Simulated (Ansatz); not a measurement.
MgScMnS4, one structure, two calculations

Cell: a computed structure from the Materials Project (it need not be an observed phase), atoms as given.

Space group Imma (No. 74); a = 7.4667, b = 7.5128, c = 10.3616 Å.

| site | Wyckoff | site symmetry | x | y | z |
| --- | --- | --- | --- | --- | --- |
| Mg | 4e | mm2 | 0.5000 | 0.2500 | 0.8751 |
| Sc | 4a | 2/m.. | 0.0000 | 0.5000 | 0.0000 |
| Mn | 4c | .2/m. | 0.7500 | 0.2500 | 0.2500 |
| S7 | 8h | m.. | 0.0000 | 0.0270 | 0.2477 |
| S8 | 8i | .m. | 0.2635 | 0.2500 | 0.4842 |

One atom of each set is listed; the run and its k-mesh use a cell of 14 atoms with edges of 7.41, 7.41, 7.41 Å.

First run. Level of theory: DFT, PBE, plane waves and PAW, scalar-relativistic, collinear spin, 420 eV cutoff, Γ-centred 5×5×5 k-points, Fermi–Dirac smearing 0.02 eV (Ansatz 0.2.0). Start moments as typed (μB): 4 on each Mn, none on the rest.

| site | V_zz (10²¹ V/m²) | η | m (μB) |
| --- | --- | --- | --- |
| Mg | -0.32 | 0.41 | 0.01 |
| Sc | -0.89 | 0.45 | 0.03 |
| Mn | 1.29 | 0.50 | 3.59 |
| S7 | -5.75 | 0.60 | 0.00 |
| S8 | 6.13 | 0.35 | -0.01 |

Second run. The same atoms and settings, except that the mesh is 6×6×6 and the Fermi–Dirac smearing is 0.05 eV.

(1) What does the second run give?

## Answers

(1) 

| site | V_zz | η | change of V_zz | m (μB) |
| --- | --- | --- | --- | --- |
| Mg | -0.32 | 0.42 | 0.00 | 0.01 |
| Sc | -0.88 | 0.45 | +0.01 | 0.03 |
| Mn | 1.20 | 0.54 | -0.09 | 3.59 |
| S7 | -5.76 | 0.59 | -0.01 | 0.00 |
| S8 | 6.08 | 0.35 | -0.05 | -0.01 |

The largest change of V_zz is on Mn, from 1.29 to 1.20. In per cent, |V_zz| changes by -1 to 0 on S (all sites that start above 2).

Semilocal functionals can leave a metal where correlation in the d or f shell opens a gap in the real compound, and that would change the values at and beside Mn. All moments are parallel here, as the start or the cell imposes; many such compounds order antiparallel, where fields and spin densities carried over to other atoms largely cancel. The magnetic order is the one that the run reached from its start moments, not necessarily the measured one.
